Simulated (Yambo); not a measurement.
```cif
data_AsGa
_chemical_formula_sum 'Ga1 As1'
_space_group_name_H-M_alt 'P 1'
_space_group_IT_number 1
_cell_length_a 4.00255
_cell_length_b 4.00255
_cell_length_c 4.00255
_cell_angle_alpha 60.000
_cell_angle_beta 60.000
_cell_angle_gamma 60.000
loop_
_space_group_symop_operation_xyz
  'x, y, z'
loop_
_atom_site_label
_atom_site_type_symbol
_atom_site_fract_x
_atom_site_fract_y
_atom_site_fract_z
_atom_site_occupancy
Ga1 Ga 0.00000 0.00000 0.00000 1
As1 As 0.75000 0.75000 0.75000 1
```

GaAs (zinc blende, space group F-43m, No. 216) under isotropic strain (on all lattice vectors), counted from the cell relaxed with PBEsol, atoms relaxed at each step. PBE (stringent potentials; Quantum ESPRESSO, PseudoDojo norm-conserving, 114 Ry, without SOC); G0W0 in Yambo (4×4×4 Γ-centred k mesh, bands 9 to 217 and a 15 Ry block in the screening, 217 bands in G with the Bruneval-Gonze terminator, plasmon pole fitted at 27.2 eV).

Unstrained, the direct gap at Γ is 0.49 eV in PBE and 1.13 eV in G0W0.

### Question
How fast does it move with strain?

### Answer
Between -0.5 % and +0.5 % the direct gap at Γ has a volume deformation potential dE/dlnV of -8.8 eV in G0W0 and -7.5 eV in PBE. (G0W0: 1.267 eV at -0.5 %, 1.004 eV at +0.5 %; Δ ln V = 3 ln(1.005/0.995) = 0.0300.) Convergence of the GW settings isn't established. Spin-orbit splittings are left out.
